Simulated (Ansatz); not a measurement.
**BN: how much do the potentials matter?**

BN in a layered hexagonal structure, in a typed cell, not relaxed.

```
CELL_PARAMETERS angstrom
1.25600 -2.17546 0.00000
1.25600 2.17546 0.00000
0.00000 0.00000 6.66000
ATOMIC_POSITIONS crystal
B 0.33333 0.66667 0.25000
N 0.66667 0.33333 0.25000
B 0.66667 0.33333 0.75000
N 0.33333 0.66667 0.75000
```

Method (Ansatz, development build): PBE; k mesh 8×8×2; fixed occupations; no spin. Harmonic phonons by linear response, frequencies in cm⁻¹, imaginary ones marked i; at Γ the three translations are left out and no LO–TO term is added.

Caveats: coarse k mesh; the program warns that the mesh is coarse for the field response.

The reference is the run on all-electron PAW datasets (no frozen core) at 690 eV and 9.10 Å³ an atom: top Γ mode (cm⁻¹) 1342; lowest Γ mode (cm⁻¹) 46; mean ε∞ 4.04; mean Born charge of B (e) 2.06.

Q: The same calculation was made on Ansatz generated PAW, Ansatz hand-made PAW, JTH PAW, PseudoDojo norm-conserving, Ansatz norm-conserving. How far do the results move?

A: 
```tsv
potentials	cutoff (eV)	top Γ mode (cm⁻¹)	lowest Γ mode (cm⁻¹)	mean ε∞	mean Born charge of B (e)
Ansatz generated PAW	420	1341	46	4.03	2.06
Ansatz hand-made PAW	870	1342	46	4.03	2.06
JTH PAW	1320	1345	46	4.04	2.06
PseudoDojo norm-conserving	1143	1344	46	4.00	2.05
Ansatz norm-conserving	1240	1346	46	4.02	2.05
```

The largest move among the frequencies in the table is 4.0 cm⁻¹, in the top Γ mode on Ansatz norm-conserving. Over all modes computed it is 9 cm⁻¹, on PseudoDojo norm-conserving.
